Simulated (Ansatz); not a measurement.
A generator proposed this cell of Al5Ni.

```
Al Ni
1.0
     2.18199   -6.54596    0.00000
     2.18199    6.54596    0.00000
     0.00000    0.00000    3.08579
Al Ni
5 1
Direct
  0.50000 0.50000 0.50000
  0.33333 0.66667 0.00000
  0.16667 0.83333 0.50000
  0.83333 0.16667 0.50000
  0.66667 0.33333 0.00000
  0.00000 0.00000 0.00000
```

Theory: Ansatz, DFT PBE, scalar-relativistic, plane waves, PAW. Settings: cutoff 420 eV, Γ-centred mesh 4×4×6 on the computed 6-atom cell, Gaussian smearing of 0.10 eV; collinear spin from starting moments 0.0 0.0 0.0 0.0 0.0 2.0 μB.

Formation energies are uncorrected and refer to the elements' standard structures at the same level.

Question: How far from equilibrium is it?

Answer: The pressure is 2.3 GPa (the mean over three directions, positive in compression), the largest force is 1.29 eV/Å, and the energy is +0.01 eV/atom against the elements. The shortest distance is 2.67 Å.

Question: How much does it gain on relaxing, and where does it end?

Answer: Relaxing gains about 0.17 eV/atom (the start's value is from the coarse mesh, so the gain is rough) in 20 ionic steps and ends at −0.16 eV/atom on the finer mesh. The symmetry stays Cmmm (No. 65). The volume per atom grows by 5.6 %, from 14.7 to 15.5 Å³. The shortest distance goes from 2.67 Å (Al–Ni and Al–Al) to 2.46 Å (Al–Ni). Conventional cell: a = 4.328 Å, b = 15.474 Å, c = 2.780 Å. Al on a site of symmetry mmm is surrounded by 4 Ni at 2.57 Å, 2 Al at 2.78 Å, 4 Al at 2.97 Å and 4 Al at 3.34 Å; Al on a site of symmetry m2m has 8 Al at 2.73–2.78 Å, 2 Al at 3.00 Å and 2 Al at 3.34 Å; Ni has 8 Al at 2.46–2.57 Å and 2 Ni at 2.78 Å; 1 more site not described.

The last run used a 10×10×14 mesh (in the run's order of axes) for its 6-atom cell and Gaussian smearing of 0.10 eV. Trial moments died out on the coarse mesh, so the last step has no spin; another magnetic start might hold. The relaxation can't lower the symmetry of the start. Symmetry constrained the relaxation, so the result can be a saddle point.
